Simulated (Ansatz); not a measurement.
## Property card for Ti₂B₃

The calculation used DFT PBE, scalar-relativistic, plane waves, PAW in Ansatz.

Settings: cutoff 420 eV, Γ-centred mesh 12×12×8 on the computed 5-atom cell, Gaussian smearing of 0.10 eV; no spin polarisation.

The structure is relaxed at this level of theory with its symmetry kept, and needn't be the ground state of this composition.

```
Ti B
1.0
     3.21129    0.00000    0.00000
     0.00000    3.21129    0.00000
     0.00000    0.00000    4.84878
Ti B
2 3
Cartesian
  1.6056 0.0000 3.3337
  0.0000 1.6056 1.5151
  1.6056 1.6056 0.0000
  0.0000 1.6056 3.8763
  1.6056 0.0000 0.9725
```

Formation energy from the elements' standard states (uncorrected)?

-0.513 eV/atom.

Kohn–Sham band gap?

none (metal).

Density of states at the Fermi level?

1.9 states/eV per cell.

Orbital (Löwdin) character within 0.5 eV of the Fermi level?

Ti 3d 75 %, B 2p 21 %.

Bader charge by site (e)?

Ti (2 in the cell) 1.34, B (1 in the cell) -0.73, B (2 in the cell) -0.97.

The cell was found from a structure generator's guess, not taken from experiment. Löwdin shares on free-atom orbitals overweight diffuse shells.
